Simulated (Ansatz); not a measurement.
## A vibration from a frozen displacement in MgRh

Theory: DFT PBEsol, scalar-relativistic, plane waves, PAW in Ansatz 0.2.0. Cutoff 420 eV, Γ-centred 16×16×16 k-points, Gaussian smearing of 0.15 eV. No spin polarisation. Energies are free energies at this smearing, counted from the undisturbed cell; pressure is positive in compression.

Zero of the scan (as given, not relaxed at this level; it stands at -1.9 GPa, and it needn't be the usual structure):

```xyz
2
Lattice="3.0992 0.0000 0.0000 0.0000 3.0992 0.0000 0.0000 0.0000 3.0992" Properties=species:S:1:pos:R:3 pbc="T T T"
Mg    0.0000    0.0000    0.0000
Rh    1.5496    1.5496    1.5496
```

Every Mg atom is moved by x along the Cartesian unit vector (0.000, 0.000, 1.000); the cell and all other atoms stay fixed. The cell's volume is 29.77 Å³; the moved atoms weigh 24.305 u together and the others 102.905 u. Some rows repeat others by symmetry and weren't run.

```
  x (Å)  ΔE (meV/cell) total force on the moved atoms along the move (eV/Å) pressure (GPa)
-0.5000         676.89                                                2.6047          7.6783
-0.4375         522.71                                                2.3249          5.5693
-0.3750         386.72                                                2.0240          3.6719
-0.3125         270.05                                                1.7071          2.0154
-0.2500         173.59                                                1.3782          0.6248
-0.1875          97.96                                                1.0406         -0.4788
-0.1250          43.64                                                0.6970         -1.2790
-0.0625          10.92                                                0.3494         -1.7640
 0.0000           0.00                                                0.0000         -1.9265
 0.0625          10.92                                               -0.3494         -1.7640
 0.1250          43.64                                               -0.6970         -1.2790
 0.1875          97.96                                               -1.0406         -0.4788
 0.2500         173.59                                               -1.3782          0.6248
 0.3125         270.05                                               -1.7071          2.0154
 0.3750         386.72                                               -2.0240          3.6719
 0.4375         522.71                                               -2.3249          5.5693
 0.5000         676.89                                               -2.6047          7.6783
```

**Question.** What frequency belongs to this motion?

**Answer.** The force constant is k = −dF/dx = 5.590 eV/Å², from the parabola through x = -0.0625, 0 and 0.0625. In every cell the moved atoms swing against the rest, so the mass is μ = m₁m₂/(m₁ + m₂) = 19.661 u, and ν̃ = 521.5 cm⁻¹ × √(|k|/μ) = 278 cm⁻¹, at this cell's pressure of -1.9 GPa. To first order in x, and within 1 %, the force on every atom lies along the move and, within each of the two groups, in proportion to the atom's mass, so this is itself a mode at the zone centre of this cell.

**Question.** How far does the harmonic law reach?

**Answer.** At x = -0.500 Å, kx²/2 = 698.80 meV against the computed 676.89 meV (-3.1 %): the well is still close to harmonic there.

**Question.** The pressure changes with x². What does that say about the frequency under compression?

**Answer.** With E = k(V)x²/2, k ∝ V^(−2γ) and x scaling with the cell as V^(1/3), P − P0 = −∂E/∂V = (2γ − 2/3) ΔE/V. At x = 0.1250 Å, V(P − P0) = 29.77 × 0.64744 / 160.2 eV = 120.29 meV and ΔE = 43.64 meV, so γ = 1/3 + V(P − P0)/(2ΔE) = 1.71. This is the Grüneisen parameter of the motion under uniform scaling of the cell: shrinking the cell evenly by 1 % in volume raises the frequency by about 1.71 %.

In a metal these slopes depend on the k mesh and the smearing.